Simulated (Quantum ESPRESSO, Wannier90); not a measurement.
**K₂Te (anti-fluorite): Wannier90 run**

```
begin unit_cell_cart
ang
    0.0000000000    4.0911900000    4.0911900000
    4.0911900000    0.0000000000    4.0911900000
    4.0911900000    4.0911900000    0.0000000000
end unit_cell_cart
begin atoms_frac
K   -0.2500000000 -0.2500000000 -0.2500000000
K    0.2500000000  0.2500000000  0.2500000000
Te   0.0000000000  0.0000000000  0.0000000000
end atoms_frac
```

Structure: Materials Project mp-1747, symmetrised, not relaxed again. COD (Crystallography Open Database) has an entry of this formula and space group (matched by these alone). Computed values, not measurements, from LDA: Quantum ESPRESSO (norm-conserving PseudoDojo potentials, cutoff 66 Ry, no spin polarisation, no spin-orbit coupling) on a Γ-centred 8×8×8 mesh, then Wannier90. Density: 8×8×8 mesh, cold smearing 0.01 Ry. Spin-orbit coupling is left out although heavy elements are present.

Bands 14-17 form an isolated set from -8.63 to 0.00 eV relative to the valence-band maximum (on the path) and are turned into 4 Wannier functions by minimising the spread from the start: sp3 on Te.

Question: Where do the functions sit, how wide are they and what are they made of?

Answer: 
| functions | spread (Å²) | nearest atom, distance (Å) | second atom, distance (Å) | weight on atomic waves |
|---|---|---|---|---|
| 4 | 2.56 | Te 0.62 | K 2.92 | Te 5p 65 %, Te 5s 23 %, K 4s 9 % |

Ω_I = 8.69 Å², Ω_total = 10.25 Å²; the interpolated bands follow pw.x to 0.1 meV rms on the path. It is the lowest total spread that any start reached here.
